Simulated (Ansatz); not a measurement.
Relaxed KTaO3 (cubic perovskite):

```yaml
crystal:
  lattice:
    - [4.02318, 0.00000, 0.00000]
    - [0.00000, 4.02318, 0.00000]
    - [0.00000, 0.00000, 4.02318]
  atoms:
    - { symbol: K, position: [0.00000, 0.00000, 0.00000] }
    - { symbol: Ta, position: [0.50000, 0.50000, 0.50000] }
    - { symbol: O, position: [0.00000, 0.50000, 0.50000] }
    - { symbol: O, position: [0.50000, 0.50000, 0.00000] }
    - { symbol: O, position: [0.50000, 0.00000, 0.50000] }
```

Scan: atom 1 (K, nearest neighbour O at 2.845 Å; its periodic images, 4.0 Å or more away, move with it) is displaced along Cartesian x, direction (1.000, 0.000, 0.000) in Cartesian axes, by s. The other atoms stay.

Method: PBE (plane waves to 420 eV, PAW, scalar-relativistic; Ansatz, a program for electronic structure). k mesh 7×7×7 (Γ-centred), Fermi-Dirac smearing 0.05 eV. Energies are smeared free energies. KTaO3 is run without spin polarisation. KTaO3 was relaxed with its symmetry unable to fall. Spin-orbit coupling is left out, though Ta is heavy. The PAW data are Ansatz's earlier set. The zero of ΔE is the undisplaced structure.

| s (Å) | ΔE (meV/cell) |
|---|---|
| -0.280 | 151.3 |
| -0.224 | 96.1 |
| -0.168 | 53.7 |
| -0.112 | 23.8 |
| -0.056 | 5.9 |
| 0.000 | 0.0 |
| 0.056 | 5.9 |
| 0.112 | 23.8 |
| 0.168 | 53.7 |
| 0.224 | 96.1 |
| 0.280 | 151.3 |

Question: What force constant k = d²E/ds² at s = 0 does the table give?

Answer: 3.8 eV/Å². It is the second difference of the nearest points, corrected with the next pair.

Question: With k = 3.77 eV/Å² from the forces, is the well harmonic out to s = 0.280 Å?

Answer: ½ks² = 148.0 meV/cell against the computed 151.3 meV/cell, so the well is close to harmonic there.

(For displaced atoms, the force is minus the slope of the energy, and its curvature is a force constant, which sets phonon frequencies.)
